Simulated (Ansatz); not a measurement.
**Profile along the Se–Cd line in CdSe (zinc blende)**

CdSe (zinc blende)

```cif
data_Cd4Se4
_chemical_formula_sum 'Se4 Cd4'
_space_group_name_H-M_alt 'F-43m'
_space_group_IT_number 216
_space_group_name_Hall 'F -4 2 3'
_cell_length_a 6.13366
_cell_length_b 6.13366
_cell_length_c 6.13366
_cell_angle_alpha 90.000
_cell_angle_beta 90.000
_cell_angle_gamma 90.000
loop_
_atom_site_label
_atom_site_type_symbol
_atom_site_symmetry_multiplicity
_atom_site_Wyckoff_symbol
_atom_site_fract_x
_atom_site_fract_y
_atom_site_fract_z
_atom_site_occupancy
Se1 Se 4 d 0.75000 0.75000 0.75000 1
Cd1 Cd 4 a 0.00000 0.00000 0.00000 1
```
(The calculation used a cell of 2 atoms; values per cell refer to that cell.)

Fields along a shortest Se–Cd line of a {110} plane (2.66 Å), from Se to Cd, interpolated on the slice's grid (step about 0.3 Å). Method: r2SCAN (plane waves to 500 eV, PAW, scalar-relativistic; Ansatz, a first-principles code). k mesh 9×9×9. These are valence fields of a PAW run, semicore shells included where kept as valence: close to a nucleus they are smooth pseudo fields. CdSe was relaxed with its symmetry unable to fall.

```csv
distance from Se (Å),valence electron density (e/Å³),electron localisation function,density of the highest valence band (e/Å³),density of the lowest conduction band (e/Å³)
0.00,45.45,x,0.001,0.085
0.13,38.45,x,0.029,0.096
0.27,23.89,x,0.095,0.120
0.40,11.52,x,0.165,0.136
0.53,4.82,0.62,0.212,0.130
0.67,2.09,0.76,0.220,0.102
0.80,1.11,0.81,0.204,0.065
0.93,0.74,0.82,0.168,0.033
1.06,0.56,0.78,0.129,0.015
1.20,0.44,0.64,0.094,0.012
1.33,0.37,0.40,0.065,0.015
1.46,0.37,0.20,0.040,0.026
1.60,0.48,0.15,0.020,0.039
1.73,0.86,0.23,0.006,0.047
1.86,1.89,0.35,0.002,0.040
2.00,4.17,0.47,0.012,0.019
2.13,8.17,0.57,0.025,0.003
2.26,13.69,x,0.026,0.027
2.39,19.74,x,0.016,0.099
2.53,24.61,x,0.006,0.180
2.66,24.75,x,0.004,0.186
```

x: too close to a nucleus for the ELF to mean much. Band densities are of whole bands, smooth part only.

Density on the Se–Cd line (2.66 Å) at its density minimum, 1.4 Å from Se: 0.36 e/Å³. ELF at that point: 0.3. Element round which the density of the highest valence band (whole band, smooth part) is largest on this plane: Se.
